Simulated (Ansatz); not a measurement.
5 guesses for CoH₄ and where they end

The calculation used DFT PBE, scalar-relativistic, plane waves, PAW (Ansatz 0.2.0). All cells share a 420 eV cutoff and Γ-centred k meshes spaced at most about 0.3 Å⁻¹ (about 0.25 or finer for metals, 2π included). Collinear spin in cells that started with moments and kept them past the coarse steps, no spin elsewhere.

Each guess was relaxed in cell and atoms at zero pressure, within the symmetry of its start. These are static total energies at zero pressure. Coordination counts H atoms around Co (those within 1.25 times the shortest such distance or 1.15 times the sum of covalent radii).

```tsv
guess	made from	start group	V start (Å³/atom)	end group	V end (Å³/atom)	coordination at the end	gap on mesh (eV)	largest moment (μB)	E over the lowest end (meV/atom)
1	random cell	P6/mmm	9.0	P6/mmm	6.3	Co 12	0	-	42
2	random cell	P-4m2	9.2	?	?	?	?	?	?
3	Co4H type	P-3m1	7.4	P-3m1	8.3	Co 6	0	-	0
4	random cell	P6/mmm	5.2	P6/mmm	4.7	Co 2	0	0.6	654
5	random cell	P6/mmm	9.0	P6/mmm	5.9	Co 8	0	-	57
```

Guess 2 as it starts:

```
Co H
1.0
     3.86911    0.00000    0.00000
     0.00000    3.86911    0.00000
     0.00000    0.00000    3.06156
Co H
1 4
Direct
  0.00000 0.00000 0.00000
  0.50000 0.50000 0.80786
  0.50000 0.50000 0.19214
  0.00000 0.50000 0.40402
  0.50000 0.00000 0.59598
```

**Question.** Predict the end of this guess and its energy over the lowest end.

**Answer.** It ends in space group P4/mmm (No. 123), with a = 2.954 Å, c = 2.678 Å, 4.7 Å³/atom and no gap, with moments up to 1.0 μB. It lies 262 meV/atom over the lowest end, above guess 5 and below guess 4. Counting H atoms around Co, this end has Co 16 and the lowest (guess 3) has Co 6. This end holds H–H pairs (shortest 0.81 Å); in the lowest (guess 3) the shortest H–H distance is 1.37 Å.

```
Co H
1.0
     2.95353    0.00000    0.00000
     0.00000    2.95353    0.00000
     0.00000    0.00000    2.67840
Co H
1 4
Cartesian
  0.0000 0.0000 0.0000
  1.4768 1.4768 2.2745
  1.4768 1.4768 0.4039
  0.0000 1.4768 1.3392
  1.4768 0.0000 1.3392
```

Formation energies are uncorrected and refer to the elements' standard structures at the same level (H₂ as a molecule).

**Question.** Is the lowest end bound against the elements?

**Answer.** No: its formation energy is +0.37 eV/atom. A positive value: parting into the elements would lower its energy.

Weakly bound directions are ill-defined at this level, which has no dispersion term (P-3m1, P6/mmm at 6.3 Å³/atom), and this can change margins and order among such cells. With hydrogen, zero-point motion can shift formation energies by some tens of meV/atom. The magnetic state reached may not be the lowest. Trial moments died out on the coarse mesh in P-3m1 and P6/mmm; another magnetic start might hold. Cells relaxed within their symmetry can be saddle points. A lower structure may well exist outside this small set. Some types were kept out of the candidates beforehand, so the set may lack a known form.
